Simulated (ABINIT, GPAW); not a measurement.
This is a calculation of Mg3ZnC for GPAW 26.7.0 (ASE script). Atoms were shifted at random by some hundredths of an Å from the given cell, which wasn't relaxed again for these runs. The cell comes from a database or a generator and needn't be the stable form of this composition.

Contents of run.py:

```python
from ase.dft.bandgap import bandgap
from ase.io import read, write
from ase.units import GPa
from gpaw import GPAW, PW

atoms = read('POSCAR')

calc = GPAW(mode=PW(800),
            xc='PBE',
            kpts={'size': (6, 6, 6), 'gamma': True},
            occupations={'name': 'fermi-dirac', 'width': 0.05},
            nbands=38,
            convergence={'density': 1e-05, 'energy': 1e-05},
            maxiter=150,
            txt='gpaw.txt')
atoms.calc = calc
energy = atoms.get_potential_energy()
forces = atoms.get_forces()
stress = atoms.get_stress()
calc.write('gs.gpw')
write('result.traj', atoms)
print(f'Energy: {energy:.6f} eV')
print('Forces (eV/A):')
print(forces.round(4))
print('Stress (GPa):', (stress / GPa).round(3))
print('Fermi level:', round(calc.get_fermi_level(), 4), 'eV')
print(f'Gap: {bandgap(calc)[0]:.4f} eV, direct: {bandgap(calc, direct=True)[0]:.4f} eV')
```

File POSCAR:

```
Mg3ZnC
1.0
    4.4069310000      0.0000000000      0.0000000000
    0.0000000000      4.4069310000      0.0000000000
    0.0000000000      0.0000000000      4.4069310000
Zn Mg C
1 3 1
Direct
    0.0143980000      0.0003270000      0.0042490000
    0.5044320000      0.0053770000      0.4959030000
    0.5098650000      0.5011960000      0.0016910000
   -0.0013060000      0.4967100000      0.5005010000
    0.5104210000      0.5038410000      0.5064390000
```

Potentials or basis: GPAW PAW data sets (gpaw-data 1.2.1), pw.

Run with:

```bash
$ OMP_NUM_THREADS=1 python run.py
```

**Question.** What does the same run look like in ABINIT 10.8.3 (patched build)? Potentials or basis there: JTH PAW PBE v2.0, cutoff 599 eV.

**Answer.** As run (cutoffs and basis follow the program's own potentials, and thresholds, step limits or extra output files can differ):

File run.abi:

```
pp_dirpath "./"
pseudos "Zn.GGA_PBE-JTH.xml, Mg.GGA_PBE-JTH.xml, C.GGA_PBE-JTH.xml"

acell 3*1.0
rprim
     8.3278926401     0.0000000000     0.0000000000
     0.0000000000     8.3278926401     0.0000000000
     0.0000000000     0.0000000000     8.3278926401
ntypat 3
znucl 30 12 6
natom 5
typat 1 2 2 2 3
xcart
     0.0634509925     0.0014410664     0.0187250498
     2.2229970182     0.0236960680     2.1854103037
     2.2469398743     2.2087361895     0.0074521203
    -0.0057554519     2.1889666970     2.2056733724
     2.2493901280     2.2203925220     2.2318417287 Angstrom
chkprim 0
chksymtnons 0
tolsym 1.0e-6

ecut 22.0
pawecutdg 44.0
pawxcdev 0

kptopt 1
ngkpt 6 6 6
nshiftk 1
shiftk 0.0 0.0 0.0

ixc 11

nband 28
occopt 3
tsmear 0.00183747

nstep 100
tolvrs 1.0e-9

iomode 3
prtwf 0
prteig 0
prtebands 0
enunit 1
prtden 1
prtvha 1
prtvclmb 1
prtpot 1
```

Potentials or basis: JTH PAW PBE v2.0.

Run with:

```bash
$ abinit run.abi > log 2>&1
```

Both were run:

|  | GPAW | ABINIT |
| --- | --- | --- |
| Pressure | -0.2 GPa | -0.1 GPa |
| Largest force | 0.544 eV/Å | 0.540 eV/Å |

Pressure is positive in compression.
